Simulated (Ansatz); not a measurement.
## Equation of state of Sc₂BC₂

A database entry relaxed whole under r2SCAN (I4/mmm):

```yaml
crystal:
  lattice:
    - [-1.66785, 1.66785, 5.33031]
    - [1.66785, -1.66785, 5.33031]
    - [1.66785, 1.66785, -5.33031]
  atoms:
    - { symbol: Sc, position: [0.34765, 0.34765, 0.00000] }
    - { symbol: Sc, position: [0.65235, 0.65235, 0.00000] }
    - { symbol: B, position: [0.00000, 0.00000, 0.00000] }
    - { symbol: C, position: [0.13852, 0.13852, 0.00000] }
    - { symbol: C, position: [0.86148, 0.86148, 0.00000] }
```

The cell was scaled uniformly, its shape held, and the atoms relaxed at each volume with plane-wave PAW DFT (Ansatz 0.2.0; r2SCAN, 500 eV, 11×11×11 Γ-centred mesh, fermi-dirac occupations of width 0.100 eV; no spin, no spin-orbit coupling). One row is withheld.

```tsv
volume (Å³/atom)	energy over the lowest (meV/atom)	pressure (GPa)
11.150	21.5	10.25
11.387	9.2	6.51
11.625	2.2	3.10
11.862	0.0	0.00
12.099	2.2	-2.79
12.336	?	?
12.574	18.0	-7.66
```

Task: Fit the pressures of the other rows to the third-order Birch-Murnaghan form.

Result: With f = [(V₀/V)^(2/3) − 1]/2 and P = 3B₀f(1 + 2f)^(5/2)[1 + 3(B₀′ − 4)f/2], least squares gives V₀ = 11.86 Å³ an atom, B₀ = 147 GPa and B₀′ = 3.8; the rows miss the fit by 0.01 GPa. The slope of the energies differs from these pressures by 0.06 GPa, since they are taken to zero smearing while pressures follow the free energy.

Task: What does the withheld row hold?

Result: The fit gives -5.34 GPa at 12.336 Å³; the run gave -5.34 GPa and 8.3 meV an atom.

Caveats: the shape of the cell was held, so B₀ is an upper bound where the axes differ in stiffness; 0 K, fixed nuclei; the symmetry was kept, and this need not be the phase that is stable at 0 K; one mesh for all volumes; pressure is positive in compression.
